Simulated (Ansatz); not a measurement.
An elastic tensor (GPa, Voigt order, standard axes) from LDA (plane waves, PAW; program Ansatz):

```
     1    2    3     4     5     6
-  ---  ---  ---  ----  ----  ----
1  197  6.8  6.8   0.0   0.0   0.0
2  6.8  197  6.8   0.0   0.0   0.0
3  6.8  6.8  197   0.0   0.0   0.0
4  0.0  0.0  0.0  31.8   0.0   0.0
5  0.0  0.0  0.0   0.0  31.8   0.0
6  0.0  0.0  0.0   0.0   0.0  31.8
```

Q: Which compound is it?
A) GeSe, rock salt
B) BN, rock salt
C) Be2C, fluorite or antifluorite type
D) AlIr, CsCl type

A: A, GeSe, rock salt

Space group Fm-3m (rock salt). The workflow started from a Materials Project entry (that database holds measured and hypothetical structures alike); the Crystallography Open Database copy checked does not list it. It is not the phase usual at ambient conditions (space group No. 62). The cell was relaxed with LDA under the symmetry of its start. At this level the phase is dynamically unstable (imaginary phonons). As this level gives no gap, shear constants depend on the k-mesh and smearing (Fermi–Dirac, 0.1 eV here).

Potentials: the later of the program's two PAW sets.
